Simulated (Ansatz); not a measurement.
# Profile along the Hf–Hf line in Hf (hcp, Mg type)

Hf (hcp, Mg type)

```cif
data_Hf2
_chemical_formula_sum 'Hf2'
_space_group_name_H-M_alt 'P63/mmc'
_space_group_IT_number 194
_space_group_name_Hall '-P 6c 2c'
_cell_length_a 3.15898
_cell_length_b 3.15898
_cell_length_c 4.99983
_cell_angle_alpha 90.000
_cell_angle_beta 90.000
_cell_angle_gamma 120.000
loop_
_atom_site_label
_atom_site_type_symbol
_atom_site_symmetry_multiplicity
_atom_site_Wyckoff_symbol
_atom_site_fract_x
_atom_site_fract_y
_atom_site_fract_z
_atom_site_occupancy
Hf1 Hf 2 d 0.66667 0.33333 0.25000 1
```

Fields along a shortest Hf–Hf line of a (1 -1 0 0) plane (3.16 Å), from Hf to Hf, interpolated on the slice's grid (step about 0.2 Å). Level of theory: PBEsol (plane waves to 420 eV, PAW, scalar-relativistic; Ansatz, a program for electronic structure). k mesh 17×17×9. Near the nuclei the fields are pseudised (PAW); where an atom keeps semicore shells as valence, they peak there. Hf is run without spin polarisation. Hf was relaxed with its symmetry unable to fall. Spin-orbit coupling is left out, though Hf is heavy. The PAW data are Ansatz's earlier set.

| distance from Hf (Å) | valence electron density (e/Å³) | electron localisation function |
|---|---|---|
| 0.00 | 59.65 | x |
| 0.16 | 50.23 | x |
| 0.32 | 30.44 | x |
| 0.47 | 13.86 | x |
| 0.63 | 5.08 | 0.75 |
| 0.79 | 1.74 | 0.58 |
| 0.95 | 0.72 | 0.34 |
| 1.11 | 0.38 | 0.18 |
| 1.26 | 0.25 | 0.16 |
| 1.42 | 0.21 | 0.22 |
| 1.58 | 0.20 | 0.28 |
| 1.74 | 0.21 | 0.22 |
| 1.90 | 0.25 | 0.16 |
| 2.05 | 0.38 | 0.18 |
| 2.21 | 0.72 | 0.34 |
| 2.37 | 1.74 | 0.58 |
| 2.53 | 5.08 | 0.75 |
| 2.69 | 13.86 | x |
| 2.84 | 30.44 | x |
| 3.00 | 50.23 | x |
| 3.16 | 59.65 | x |

x: too close to a nucleus for the ELF to mean much.

Density on the Hf–Hf line (3.16 Å) at its midpoint: 0.20 e/Å³. ELF at that point: 0.28.
